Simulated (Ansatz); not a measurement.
Relaxed-ion elastic tensor of GaMo3N (anti-perovskite, Pm-3m) in GPa (Voigt order), r²SCAN (plane waves, PAW; program Ansatz); density 9.05 g/cm³, 13.64 Å³ per atom.

```
 517   130   130   0.0   0.0   0.0
 130   517   130   0.0   0.0   0.0
 130   130   517   0.0   0.0   0.0
 0.0   0.0   0.0  87.1   0.0   0.0
 0.0   0.0   0.0   0.0  87.1   0.0
 0.0   0.0   0.0   0.0   0.0  87.1
```

Task: Is the crystal mechanically stable?

Result: Yes: the smallest eigenvalue of C is 87.1 GPa.

Task: Work out the Voigt, Reuss and Hill averages.

Result: K_V = 259, K_R = 259, K_H = 259; G_V = 130, G_R = 112, G_H = 121 GPa.

Task: Give Young's modulus, Poisson's ratio, Pugh's ratio and the universal anisotropy index.

Result: E = 9KG/(3K + G) = 313 GPa; ν = 0.30; K/G = 2.14 (ductile by the Pugh limit of 1.75); A_U = 5G_V/G_R + K_V/K_R − 6 = 0.80.

Task: Estimate the sound speeds and the Debye temperature.

Result: v_l = √((K + 4G/3)/ρ) = 6810 m/s, v_t = √(G/ρ) = 3650 m/s, mean 4080 m/s; Θ = (h/k)(3n/4πV)^(1/3) v_m = 508 K.

Task: Give the Zener ratio and Young's modulus along [100], [110] and [111].

Result: A = 2C44/(C11 − C12) = 0.45; 1/E = S11 − 2(S11 − S12 − S44/2)Γ with Γ = 0, 1/4, 1/3 gives 464, 268, 235 GPa.

The start of the workflow was typed in or built on a structure type; neither database checked (COD, Materials Project) lists it. Its standing as an ambient phase is unchecked. Symmetry was held in the r²SCAN relaxation; whether a distortion lowers the energy is not shown. The workflow began spin-polarised and lost its moments. As this level gives no gap, shear constants depend on the k-mesh and smearing (Fermi–Dirac, 0.1 eV here).

Potentials: the later of the program's two PAW sets.
